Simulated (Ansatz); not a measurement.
**Structure relaxation, Tl**

The start is a generated cell, Tl built in the AFLOW prototype A_cI16_220_c (as in Li). The cell and all atomic positions are relaxed at zero pressure with r2SCAN (plane waves to 500 eV, PAW, scalar-relativistic; Ansatz, an electronic-structure program). The first steps use a coarse 6×6×6 k-mesh.

Input geometry:
```yaml
crystal:
  lattice:
    - [-3.85658, 3.85658, 3.85658]
    - [3.85658, -3.85658, 3.85658]
    - [3.85658, 3.85658, -3.85658]
  atoms:
    - { symbol: Tl, position: [0.40200, 0.40200, 0.40200] }
    - { symbol: Tl, position: [0.50000, 0.00000, 0.09800] }
    - { symbol: Tl, position: [0.00000, 0.09800, 0.50000] }
    - { symbol: Tl, position: [0.09800, 0.50000, 0.00000] }
    - { symbol: Tl, position: [0.90200, 0.90200, 0.90200] }
    - { symbol: Tl, position: [0.50000, 0.00000, 0.59800] }
    - { symbol: Tl, position: [0.00000, 0.59800, 0.50000] }
    - { symbol: Tl, position: [0.59800, 0.50000, 0.00000] }
```

```json
{
 "energy_released": "0.05 eV/atom",
 "Shortest distances (start → end)": "The closest pairs of elements (up to four, under 3.6 Å), start → end: Tl–Tl 3.19 → 3.39 Å",
 "band_gap_at_the_end": "zero (metallic)",
 "optimiser_moves": "9"
}
```

The end point of the relaxation:

Space group I-43d (No. 220); a = b = c = 7.837 Å, α = β = γ = 90.00°

| atom | site | symmetry | x | y | z |
|---|---|---|---|---|---|
| Tl | 16c | .3. | 0.2334 | 0.2334 | 0.2334 |
(The calculation used a cell of 8 atoms; values per cell refer to that cell.)

Final values are on a 9×9×9 k-mesh of the relaxed cell. No spin polarisation in the result.

The run could not lose the symmetry of its start, so the end can be a saddle point.

The relaxed structure here is a generated cell of Tl: the first start was made by placing the elements on the sites of a structure type, and the end was not matched to a known phase here, so it may be hypothetical. Known forms of Tl include space group No. 194.
